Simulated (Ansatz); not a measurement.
Method: Ansatz 0.2.0, DFT PBE, scalar-relativistic, plane waves, PAW. All cells share a 420 eV cutoff and Γ-centred k meshes spaced at most about 0.3 Å⁻¹ (about 0.25 or finer for metals, 2π included). Collinear spin in cells that started with moments and kept them past the coarse steps, no spin elsewhere.

All energies are static (0 K, no zero-point motion). All come from trial cells, and lower structures may exist.

Question: Order these relaxed structures of V2SiN2 by energy, lowest first, with the energy over the lowest of them.
A.

```
CELL_PARAMETERS angstrom
4.11771 0.00000 0.00000
-2.05885 3.56604 0.00000
0.00000 0.00000 3.83936
ATOMIC_POSITIONS crystal
V 0.33333 0.66667 0.00000
V 0.66667 0.33333 0.50000
Si 0.00000 0.00000 0.50000
N 0.33333 0.66667 0.50000
N 0.66667 0.33333 0.00000
```

B.

```
CELL_PARAMETERS angstrom
3.72195 -2.08371 0.00000
3.72195 2.08371 0.00000
-0.97542 0.00000 7.06363
ATOMIC_POSITIONS crystal
V 0.27909 0.17827 0.65531
V 0.44373 0.35385 0.14987
V 0.82173 0.72091 0.34469
V 0.64615 0.55627 0.85013
Si 0.09459 0.04231 0.23534
Si 0.95769 0.90541 0.76466
N 0.32828 0.24532 0.39192
N 0.17902 0.50402 0.89746
N 0.75468 0.67172 0.60808
N 0.49598 0.82098 0.10254
```

C.

```
CELL_PARAMETERS angstrom
3.96167 0.00000 0.00000
0.00000 3.96167 0.00000
0.00000 0.00000 3.85471
ATOMIC_POSITIONS crystal
V 0.00000 0.50000 0.50000
V 0.50000 0.00000 0.50000
Si 0.00000 0.00000 0.00000
N 0.50000 0.50000 0.50000
N 0.00000 0.00000 0.50000
```

D.

```
CELL_PARAMETERS angstrom
1.94751 -5.57312 0.00000
1.94751 5.57312 0.00000
0.00000 0.00000 2.81339
ATOMIC_POSITIONS crystal
V 0.67038 0.32962 0.00000
V 0.32962 0.67038 0.00000
Si 0.00000 0.00000 0.00000
N 0.83591 0.16409 0.00000
N 0.16409 0.83591 0.00000
```

Answer: B (0 meV/atom), C (215 meV/atom), D (326 meV/atom), A (569 meV/atom). Forms: B C2, no spin; C P4/mmm, moments up to 0.3 μB; D Cmmm, no spin; A P-6m2, no spin.

Another magnetic order may lie lower. Trial moments died out on the coarse mesh in C2, Cmmm and P-6m2; another magnetic start might hold. Cells relaxed within their symmetry can be saddle points. The C2 cell of V2SiN2 came from shaking the P-6m2 one. Some types were kept out of the candidates beforehand, so the set may lack a known form.
